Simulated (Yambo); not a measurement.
Yambo run on WSe$_{2}$ (space group P6_3/mmc, No. 194). The wavefunctions are PBE (stringent potentials; pw.x of Quantum ESPRESSO, ONCV potentials, scalar-relativistic) ones on a 6×6×1 mesh (62 occupied bands); a = b = 3.280 Å, c = 12.781 Å, α = β = 90.00°, γ = 120.00°.

Yambo input:

```
rim_cut
HF_and_locXC
RandQpts= 1000000
RandGvec= 1 Ry
EXXRLvcs= 104 Ry
VXCRLvcs= 416 Ry
% QPkrange
 1 | 1 | 62 | 63 |
 4 | 4 | 62 | 63 |
 5 | 5 | 62 | 63 |
 7 | 7 | 62 | 63 |
%
```

k points by index: 1 = Γ, 4 = M, 5 = (0.167, 0.167, 0), 7 = K.

Table of the .hf output:

```
#    K-point    Band    Eo [eV]    Ehf [eV]    Vxc [eV]    Vnlxc [eV]
#
    1    62    0.000000    -0.262104    -16.12938    -16.39149
    1    63    2.628527    7.034568    -16.01388    -11.60783
    4    62    -1.053994    -2.980228    -15.16717    -17.09340
    4    63    2.159419    7.402318    -17.39190    -12.14900
    5    62    -1.098615    -2.161494    -15.65315    -16.71603
    5    63    0.894647    4.759972    -14.61870    -10.75337
    7    62    -0.185141    -0.415282    -15.56975    -15.79989
    7    63    1.377182    5.736118    -16.29512    -11.93619
```
Exchange alone, without screening.

Spin-orbit coupling is not included.

Geometry relaxed with PBE+D3(BJ).
